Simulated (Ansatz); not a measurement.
AlN:
```yaml
crystal:
  lattice:
    - [0.00000, 2.18876, 2.18876]
    - [2.18876, 0.00000, 2.18876]
    - [2.18876, 2.18876, 0.00000]
  atoms:
    - { symbol: Al, position: [0.00000, 0.00000, 0.00000] }
    - { symbol: N, position: [0.25000, 0.25000, 0.25000] }
```

Relaxed with PBEsol.

Decompose the optical modes at the zone centre into irreducible representations, and say which are infrared and Raman allowed.

Point group -43m: Γ_opt = T2. Infrared: T2. Raman: T2.

Assign frequencies (DFPT, the program Ansatz at the PBEsol level (PAW); without the LO–TO term).

T2 649 cm⁻¹.

Space group F-43m (zinc blende). The PBEsol relaxation kept the symmetry of its start; phonons on a q-mesh show no instability.

Potentials: the later of the program's two PAW sets.
